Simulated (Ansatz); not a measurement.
## Compressing Ta₃N₅: a fit and a missing row

Ta₃N₅, Cmcm, a = 3.872 Å, b = 10.261 Å, c = 10.296 Å. The structure is a COD entry; whether it is the stable form wasn't checked. Ansatz: r2SCAN, PAW, 500 eV, Γ-centred 8×8×4 mesh on 16 atoms, Gaussian smearing 0.02 eV; no spin polarisation. Shape and atoms are relaxed at each volume; pressure is positive in compression.

```
V (Å³/atom) P (GPa)
     11.251    42.92
     11.634        ?
     12.018    18.23
     12.401     8.41
     12.785     0.00
     13.168    -7.17
     13.552   -13.22
```

Q: Take V0 = 12.785 Å³/atom, fit the third-order Birch–Murnaghan form to the other rows, and predict the missing pressure.

A: With the Eulerian strain f = ½[(V0/V)^(2/3) − 1] and y = P/[3f(1 + 2f)^(5/2)], the form is the line y = B0 + 1.5 B0 (B0′ − 4) f. Rows (f, y): 0.04447, 260.0; 0.02105, 260.4; 0.01027, 259.4; -0.00974, 257.7; -0.01905, 254.9. Means f = 0.009400, y = 258.48; Σ(Δf)² = 0.002542, ΣΔfΔy = 0.1933; the slope is their ratio. y = 257.8 + 76.02 f GPa, so B0 = 257.8 GPa and B0′ = 4 + 2 × (76.02)/(3 × 257.8) = 4.20. At V = 11.634, f = 0.03246, y = 260.27 and P = 29.66 GPa. The run gave 29.66 GPa, the same to the digits shown.

Spin–orbit coupling is left out, which can shift energies with elements as heavy as these.

Cost: 7 runs of about 2.1 core-hours in all, on Intel Xeon Processor @ 2.70GHz (shared hosts).